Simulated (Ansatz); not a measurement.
One crystal and one scan (scan of one atom of the cell) at two levels, PBE (plane waves to 420 eV, PAW, scalar-relativistic; Ansatz, a program for electronic structure) and r2SCAN (plane waves to 500 eV, PAW, scalar-relativistic; Ansatz), each from its own relaxed cell and on its own mesh.

The crystal is AlNi (CsCl type); one Al atom of a 2-atom cell moves by s along Cartesian x, with its periodic images.

Energies are smeared free energies. AlNi is run without spin polarisation. AlNi was relaxed with its symmetry unable to fall. With partly filled bands, energies and forces of such displacements shift with the k mesh and the smearing.

```tsv
quantity	run 1	run 2
Lattice constant a (Å)	2.893	2.863
Force constant k = d²E/ds² at s = 0 (finite differences) (eV/Å²)	5.67	6.48
Zone-centre optical wavenumber from k (cm⁻¹)	289	309
```

Q: Which run is which level?

A: Run 1 is PBE, run 2 is r2SCAN. PBE gives the higher value for: lattice constant a. PBE gives the lower value for: force constant k = d²E/ds² at s = 0; zone-centre optical wavenumber from k. Both give the same shape of the curve: a single well with its minimum at or next to zero displacement.

(A displaced cell: forces are minus the slopes of the energy, force constants its curvatures, and phonons follow from these.)
